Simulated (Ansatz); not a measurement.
C in space group R-3m (No. 166; C on 18f, C on 18f) under volume change, DFT-r²SCAN+D4 in the program Ansatz with PAW potentials, shape and atoms relaxed at each volume.

```csv
V (Å³/atom),E − E(relaxed) (meV/atom),P (GPa)
10.307,9.8,3.63
10.646,3.8,2.06
10.986,0.8,0.84
11.326,0.0,0.00
11.666,?,?
12.006,?,?
12.345,4.8,-1.26
```

Task: What belongs in the gaps?

Result: 
- 11.666, E − E(relaxed) (meV/atom): 0.7
- 11.666, P (GPa): -0.59
- 12.006, E − E(relaxed) (meV/atom): 2.4
- 12.006, P (GPa): -1.00

Task: What does a third-order Birch–Murnaghan fit give for V₀, B₀ and B′?

Result: V₀ = 11.33 Å³/atom, B₀ = 24.0 GPa, B′ = 10.7.

The start of the workflow was typed in or built on a structure type; the Crystallography Open Database files this formula in space group No. 166, but the cells were not matched. It is not the phase usual at ambient conditions (space group No. 194, 227). Symmetry was held in the r²SCAN+D4 relaxation; whether a distortion lowers the energy is not shown.

Potentials: the earlier of the program's two PAW sets.
